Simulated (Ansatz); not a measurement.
Elastic constants of SnC$_{2}$: input and output

These are results of DFT PBEsol, scalar-relativistic, plane waves, PAW in Ansatz, not measurements.

It can be run as:
```bash
ansatz run input.yaml --threads 1 --pin off --backend cpu --events-out ev --progress --plain --runs-dir out  # memory cap (--max-ram) not shown
```

Input (bare energies are in eV):
```yaml
crystal:
  lattice:
    - [-1.6942753617, 2.1507594774, 2.8502768775]
    - [1.6942753617, -2.1507594774, 2.8502768775]
    - [1.6942753617, 2.1507594774, -2.8502768775]
  atoms:
    - { symbol: Sn, position: [0.0, 0.0, 0.0] }
    - { symbol: C, position: [0.3453356142, 0.5, 0.8453356142] }
    - { symbol: C, position: [0.6546643858, 0.5, 0.1546643858] }
basis:
  ecutwfc: 420
kpoints:
  mp_grid: { grid: [16, 16, 16] }
hamiltonian:
  xc: pbesol
scf:
  occupations: { method: fermi_dirac, width: 0.15 }
output:
  forces: true
  stress: true
  eigenvalues: true
elastic:
  mode: relaxed_ion
  amplitude: 0.005
  stencil: two_point
```

From the output:
```
--- Elastic constants: 6 strain directions × 2 members + reference (group order 8) ---
  dense FFT box of the reference and of every strained cell: 27×27×27
  strains applied: 11, 22, 33, 23, 13, 12; error gains: componentwise 1.00 (the most a stress slope's error grows in a printed constant), spectral 1.00 (1 for all six strains in a standard setting)
  reference relaxed by the batch: 3 steps; max|allowed force component| 1.67e-4 eV/Å at the deck's positions, 2.29e-8 at the last accepted step, 8.79e-8 by the solve of record
  largest displacement 1.9e-6 Å; the constants are those of the deck's cell at these positions:
  atoms:
    - { symbol: Sn, position: [-8.204785295563146e-24, 2.2453248175788937e-39, -8.204785295563146e-24] }
    - { symbol: C, position: [0.34533518348322984, 0.49999999999999994, 0.8453351834832299] }
    - { symbol: C, position: [0.6546648165167701, 0.5, 0.1546648165167701] }
  C = ∂σ_k/∂η_j (tension-positive GPa; Voigt order 11 22 33 23 13 12):
       234.681     26.046     48.761     -0.000     -0.000      0.000
        26.030    349.744     26.371     -0.000      0.000     -0.000
        48.770     26.354     55.595     -0.000      0.000     -0.000
         0.000     -0.000     -0.000    -55.454      0.000     -0.000
         0.000      0.000     -0.000      0.000     19.019      0.000
        -0.000      0.000      0.000      0.000     -0.000     75.358
  reference stress σ⁰ (GPa):     -0.002      0.002      0.006      0.000     -0.000     -0.000
  C* (energy form; C + prestress term) asymmetry max|C*_kj − C*_jk| = 1.584e-2 GPa — a small one proves nothing (zero by symmetry where the batch's group is 432, −43m or m−3m); a large one is finite-difference/SCF noise where every solve ...
  moduli (Voigt/Reuss/Hill, GPa): K = 93.59/52.97/73.28   G = 43.71/51.63/47.67   E = 117.53   ν = 0.233
  mechanically stable: NO (min eigenvalue of sym C = -55.45 GPa)
  the cell is mechanically unstable, and its weakest contacts join parallel layers: if it is meant as a slab among its images, read the layer's verdict in place of the crystal's
  the layer in its plane, per area (N/m: the tensor there times 2.8503 Å, the cell's volume per area; the error gains are the tensor's), 1 along (0.000, 1.000, 0.000), 2 along (1.000, -0.000, 0.000):
    C11 = 99.69   C22 = 66.89   C12 = 7.42   C66 = 21.48   C16 = -0.00   C26 = 0.00
  moduli of the layer (Voigt/Reuss/Hill, N/m): K = 45.36/43.58/44.47   G = 29.71/27.03/28.37   E = 69.28   ν = 0.221
  mechanically stable in its plane: yes (min eigenvalue of those constants = 21.48 N/m; a buckling out of the plane is not judged)
  the stresses are not corrected for the forces that the relaxations left standing (`elastic.f_tol`)
  strain η (Voigt 11):  stress-route row diagonal C_11 = 234.68 GPa, energy-path curvature d²(F+E_count+ΔE)/dδ²/Ω₀ = 234.71 GPa
         δ    σ_11 (GPa) F (eV) n_scf n_hpsi n_pw
    -5.000e-3      -1.2084       -6439.5651768       2  117153    825   relax 3 steps, max|allowed force component| 3.02e-7 eV/Å
     5.000e-3       1.1384       -6439.5652187       2  117245    837   relax 3 steps, max|allowed force component| 1.05e-7 eV/Å
  strain η (Voigt 22):  stress-route row diagonal C_22 = 349.74 GPa, energy-path curvature d²(F+E_count+ΔE)/dδ²/Ω₀ = 349.75 GPa
         δ    σ_22 (GPa) F (eV) n_scf n_hpsi n_pw
    -5.000e-3      -1.8228       -6439.5647964       2  117236    829   relax 5 steps, max|allowed force component| 5.42e-7 eV/Å
     5.000e-3       1.6746       -6439.5648603       2  117181    835   relax 4 steps, max|allowed force component| 2.49e-7 eV/Å
  strain η (Voigt 33):  stress-route row diagonal C_33 = 55.60 GPa, energy-path curvature d²(F+E_count+ΔE)/dδ²/Ω₀ = 55.63 GPa
         δ    σ_33 (GPa) F (eV) n_scf n_hpsi n_pw
    -5.000e-3      -0.2811       -6439.5657874       2  117379    831   relax 2 steps, max|allowed force component| 4.52e-5 eV/Å
     5.000e-3       0.2749       -6439.5657815       2  117430    843   relax 3 steps, max|allowed force component| 2.79e-8 eV/Å
  strain η (Voigt 23):  stress-route row diagonal C_44 = -55.45 GPa, energy-path curvature d²(F+E_count+ΔE)/dδ²/Ω₀ = -55.41 GPa
         δ    σ_23 (GPa) F (eV) n_scf n_hpsi n_pw
    -5.000e-3       0.2774       -6439.5661469       2  207818    834   relax 5 steps, max|allowed force component| 4.03e-7 eV/Å
     5.000e-3      -0.2772       -6439.5661469       2  207939    834   relax 3 steps, max|allowed force component| 3.62e-5 eV/Å
  strain η (Voigt 13):  stress-route row diagonal C_55 = 19.02 GPa, energy-path curvature d²(F+E_count+ΔE)/dδ²/Ω₀ = 19.03 GPa
         δ    σ_13 (GPa) F (eV) n_scf n_hpsi n_pw
    -5.000e-3      -0.0951       -6439.5659020       2  208118    833   relax 2 steps, max|allowed force component| 1.27e-7 eV/Å
     5.000e-3       0.0951       -6439.5659020       2  208017    833   relax 3 steps, max|allowed force component| 2.35e-7 eV/Å
  strain η (Voigt 12):  stress-route row diagonal C_66 = 75.36 GPa, energy-path curvature d²(F+E_count+ΔE)/dδ²/Ω₀ = 75.36 GPa
         δ    σ_12 (GPa) F (eV) n_scf n_hpsi n_pw
    -5.000e-3      -0.3768       -6439.5657155       2  207965    829   relax 5 steps, max|allowed force component| 1.97e-6 eV/Å
     5.000e-3       0.3768       -6439.5657155       2  207868    829   relax 5 steps, max|allowed force component| 1.97e-6 eV/Å
```

The cell was built by swapping an element in a database structure (itself possibly hypothetical) and relaxing; it need not be the stable form of this composition. In a metal, frequencies and elastic constants depend on the k mesh and the smearing, soft modes and shear constants most.

As the tensor has a negative eigenvalue, the Reuss and Hill moduli of a polycrystal, and E and ν formed from them, have no physical meaning here.